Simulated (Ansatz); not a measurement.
NiO (rock salt)

```xyz
2
Lattice="0.0000 2.1087 2.1087 2.1087 0.0000 2.1087 2.1087 2.1087 0.0000" Properties=species:S:1:pos:R:3 pbc="T T T"
O      0.0000     0.0000     0.0000
Ni     2.1087     2.1087     2.1087
```

This relaxed cell (volume V₀) is scaled evenly in all directions, its shape held. Symmetry pins the atoms to their sites.

The numbers are results of PBE (plane waves to 420 eV, PAW, scalar-relativistic; Ansatz, a quantum-chemistry and plane-wave program), not measurements. k mesh 19×19×19 (Γ-centred), Fermi-Dirac smearing 0.05 eV. The energy includes the smearing's −TS. Compression counts positive. NiO is run spin-polarised and with no Hubbard U; the real compound is an antiferromagnetic insulator, a state that this run doesn't describe. NiO was relaxed with its symmetry unable to fall. Relaxed NiO ends ferromagnetic. The PAW data are Ansatz's earlier set. The magnetic order is the one the run started from; other orders were not tried. The zero of ΔE is the relaxed starting cell. The last digit holds for this mesh only.

```json
[
 {"V (Å³/atom)": "7.876", "ΔE (meV/atom)": "166.4"},
 {"V (Å³/atom)": "8.176", "ΔE (meV/atom)": "100.2"},
 {"V (Å³/atom)": "8.476", "ΔE (meV/atom)": "53.1"},
 {"V (Å³/atom)": "8.776", "ΔE (meV/atom)": "22.3"},
 {"V (Å³/atom)": "9.076", "ΔE (meV/atom)": "5.2"},
 {"V (Å³/atom)": "9.376", "ΔE (meV/atom)": "0.0"},
 {"V (Å³/atom)": "9.676", "ΔE (meV/atom)": "4.7"},
 {"V (Å³/atom)": "9.976", "ΔE (meV/atom)": "18.2"},
 {"V (Å³/atom)": "10.276", "ΔE (meV/atom)": "withheld"},
 {"V (Å³/atom)": "10.576", "ΔE (meV/atom)": "66.5"},
 {"V (Å³/atom)": "10.876", "ΔE (meV/atom)": "99.4"}
]
```

**Question.** Fit a third-order Birch-Murnaghan form (E₀, V₀, B₀, B₀′ free) to the given rows and predict ΔE at V = 10.276.

**Answer.** Least squares on the 10 given rows: ΔE = E₀ + (9V₀B₀/16)·y²·[2 + (B₀′ − 4)y], y = (V₀/V)^(2/3) − 1, with V₀ = 9.375 Å³/atom, B₀ = 168.6 GPa (160.2 GPa = 1 eV/Å³; the term in eV is multiplied by 1000), B₀′ = 3.83, E₀ = -0.10 meV/atom; root-mean-square residual 0.08 meV/atom. At 10.276 the fit gives 39.2 meV/atom; the calculation gives 39.2 meV/atom, the same to the digits shown. For the pressure the fit gives -13.0 GPa against the computed -13.0 GPa.

(Under strain, the slope of the energy per volume gives the stress and its curvature an elastic modulus.)
